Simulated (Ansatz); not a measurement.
Here are 2 structures of FeBrI, each relaxed with r2SCAN (Ansatz 0.2.0). Computed values alone, no measurements; non-magnetic cells, some hypothetical.

- Janus 1T monolayer: the sheet's in-plane cell has a = 3.734 Å, b = 3.734 Å (γ = 120.0°), and its outermost atoms lie 2.76 Å apart along the normal. Fe is surrounded by 3 Br at 2.54 Å and 3 I at 2.59 Å; Br is surrounded by 3 Fe at 2.54 Å; I is surrounded by 3 Fe at 2.59 Å.
- Janus 2H monolayer: in-plane lattice: a = 3.648 Å, b = 3.648 Å, γ = 120.0°; thickness between the outer nuclei 3.14 Å. Fe has 3 I at 2.51 Å and 3 Br at 2.75 Å; Br has 3 Fe at 2.75 Å; I has 3 Fe at 2.51 Å.

Task: Which is lowest in energy with r2SCAN, and by how much?

Result: Among these cells the lowest with r2SCAN is Janus 1T monolayer, 470 meV an atom below the next, Janus 2H monolayer. Other structures, not computed here, could lie lower.

Task: Does the order change among the functionals that relaxed these cells?

Result: Not for the lowest cell. PBEsol, LDA, PBE agree on the lowest cell. PBEsol: Janus 1T monolayer 0, Janus 2H monolayer 358 meV an atom. LDA: Janus 1T monolayer 0, Janus 2H monolayer 361 meV an atom.

Task: What gaps does HSE06 give on these cells?

Result: Janus 1T monolayer: 3.68 i (Γ–M (0.33) → K–Γ (0.23)); Janus 2H monolayer: 2.11 i (Γ → K) (eV; d direct, i indirect).

Task: What gaps does PBE give on these cells?

Result: Janus 1T monolayer: 0.68 i (Γ–M (0.50) → K–Γ (0.25)); Janus 2H monolayer: 0.19 i (K → K–Γ (0.50)) (eV; d direct, i indirect).

Spin-orbit coupling is left out, which matters wherever the heavy atoms make up the band edges.

Where an edge lies off the special points, it is a point of the mesh or the k point where a search put PBE's edge or least direct gap, reused for the other functionals, whose own edges may lie a little apart.

The meshes of the hybrids are coarse, so their gaps aren't converged to the digits shown.

For some runs the program warns that the potential is rough where the density is thin, which bears on empty states near the vacuum.
